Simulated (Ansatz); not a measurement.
A geometry of GaPt away from equilibrium: step 2 of the relaxation of a relaxed GaPt cell with every coordinate shifted by Gaussian noise of σ = 0.1 Å. The numbers are results of PBEsol (plane waves to 420 eV, PAW, scalar-relativistic; Ansatz, a program for electronic structure), not measurements. Γ-centred k-mesh 7×7×7 on the run's cell (coarser than for final values), Fermi–Dirac smearing 0.05 eV.

```xyz
8
Lattice="4.8911 -0.0187 0.0454 -0.0187 4.9077 0.0232 0.0454 0.0232 4.9257" Properties=species:S:1:pos:R:3:forces:R:3 pbc="T T T" free_energy=-64513.270 pressure_GPa=0.9
Ga     0.5832     0.4230     0.4092   -0.2875   -0.1446    0.2706
Ga     2.1108     4.3894     2.9414   -0.3836   -0.1533    0.5021
Ga     3.0233     1.9857     4.5241   -0.1531   -0.1553    0.0858
Ga     4.5855     2.9084     2.0725   -0.4542   -0.2917   -0.0465
Pt     1.9566     1.8469     2.0121    0.5391    0.2044   -0.1501
Pt     0.5964     2.9281     4.4248    0.2418    0.1186    0.1633
Pt     4.4463     0.4387     3.0784    0.2425    0.2833   -0.3043
Pt     3.0067     4.3052     0.6265    0.2550    0.1386   -0.5209
```

Positions in Å, forces in eV/Å, free energy of the cell in eV (comparable only within this code, potentials and settings). Largest force: 0.65 eV/Å, on Ga2 (atoms numbered as listed); the geometry lies 0.02 eV/atom above the end of its relaxation.

No spin polarisation in the result.

The cell that was disturbed is our relaxation of an entry of Materials Project.
